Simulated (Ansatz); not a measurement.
Ta2GeN:
```
Ta2GeN
1.0
    3.27575     0.00000     0.00000
   -1.63787     2.83688     0.00000
    0.00000     0.00000    11.99076
Ge Ta N
2 4 2
Cartesian
  0.00000   1.89125   8.99307
  1.63787   0.94563   2.99769
  0.00000   1.89125   1.10475
  1.63787   0.94563   7.10012
  1.63787   0.94563  10.88601
  0.00000   1.89125   4.89063
  0.00000   0.00000   0.00000
  0.00000   0.00000   5.99538
```

Relaxed with r²SCAN.

Task: Map the electron localisation function on the plane through (0.333, 0.667, 0.750) spanned by u = [0, 0, 1] and v = [1, -1, 0] in lattice vectors, from r²SCAN in the plane-wave PAW code Ansatz.

Result: x is the fraction of u, y of v (the angle between them is 90°; rows are the nearest grid lines); atoms in the plane: Ge at (0.00, 0.00), Ge at (0.50, 0.33), Ta at (0.34, 0.00), Ta at (0.84, 0.33), Ta at (0.16, 0.33), Ta at (0.66, 0.00), N at (0.25, 0.67), N at (0.75, 0.67).
```
y \ x   0.000  0.100  0.175  0.275  0.375  0.450  0.550  0.625  0.725  0.825  0.900   1.00
------  -----  -----  -----  -----  -----  -----  -----  -----  -----  -----  -----  -----
1.00     1.06  0.635  0.367  0.568  0.599  0.133  0.133  0.599  0.568  0.367  0.635   1.06
0.929   0.147  0.634  0.311  0.377  0.781  0.197  0.197  0.781  0.377  0.311  0.634  0.147
0.857   0.392  0.567  0.255  0.173  0.494  0.305  0.305  0.494  0.173  0.255  0.567  0.392
0.786   0.349  0.372  0.411  0.762  0.136  0.258  0.258  0.136  0.762  0.411  0.372  0.349
0.679   0.055  0.157  0.681  0.415  0.183  0.091  0.091  0.183  0.415  0.681  0.157  0.055
0.607   0.094  0.180  0.595  0.695  0.195  0.166  0.166  0.195  0.695  0.595  0.180  0.094
0.536   0.252  0.189  0.152  0.745  0.289  0.470  0.470  0.289  0.745  0.152  0.189  0.252
0.464   0.378  0.306  0.595  0.362  0.424  0.507  0.507  0.424  0.362  0.595  0.306  0.378
0.393   0.381  0.655  0.604  0.238  0.519  0.379  0.379  0.519  0.238  0.604  0.655  0.381
0.321   0.354  0.703  0.179  0.224  0.547  0.296  0.296  0.547  0.224  0.179  0.703  0.354
0.214   0.548  0.298  0.747  0.279  0.198  0.527  0.527  0.198  0.279  0.747  0.298  0.548
0.143   0.427  0.302  0.170  0.219  0.381  0.547  0.547  0.381  0.219  0.170  0.302  0.427
0.0714  0.145  0.608  0.257  0.432  0.754  0.234  0.234  0.754  0.432  0.257  0.608  0.145
0.000    1.06  0.635  0.367  0.568  0.599  0.133  0.133  0.599  0.568  0.367  0.635   1.06
```

The density is the valence pseudo-density with augmentation charge, so density and ELF within about 1 Å of a nucleus are not all-electron values.

Space group P6_3/mmc. The start of the workflow was typed in or built on a structure type; neither database checked (COD, Materials Project) lists it. Its standing as an ambient phase is unchecked. Symmetry was held in the r²SCAN relaxation; whether a distortion lowers the energy is not shown. No spin polarisation was allowed. Spin–orbit coupling is left out wherever it is not named.

Potentials: the earlier of the program's two PAW sets.
